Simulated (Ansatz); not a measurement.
YMn2Si2 in space group I4/mmm (No. 139; Si on 4e, Mn on 4d, Y on 2a), DFT-r²SCAN in the program Ansatz with PAW potentials, all energies at zero smearing, with the estimated change up to a 700 eV cutoff added, with one set of potentials and settings (totals compare only within such a set). Cell of 5 atoms (2 Si, 2 Mn, 1 Y): -12948.986 eV.

```json
[
 {"element": "Si", "reference phase": "Fd-3m, 2 atoms in the cell", "E (eV/atom)": "-639.0667"},
 {"element": "Mn", "reference phase": "Cmcm, 4 atoms in the cell, spin-polarised", "E (eV/atom)": "-3904.0010"},
 {"element": "Y", "reference phase": "P6_3/mmc, 2 atoms in the cell", "E (eV/atom)": "-3859.7073"}
]
```

Formation energy per atom, worked out: (-12948.986 − 2×(-639.0667) − 2×(-3904.0010) − 1×(-3859.7073))/5 = -0.629 eV/atom (-61 kJ per mol of atoms), at 0 K, without zero-point energy or fitted corrections.

The workflow started from an entry of the Crystallography Open Database (COD). Its standing as an ambient phase is unchecked. Symmetry was held in the r²SCAN relaxation; whether a distortion lowers the energy is not shown. The final state is ferromagnetic, the only order run, not a proven ground state. The program gave a warning on the electronic state, which may not be the lowest. The references are the lowest solids computed at this level, not always the standard phases. The manganese reference at this level is a Cmcm phase, not α-Mn.

Potentials: the later of the program's two PAW sets.
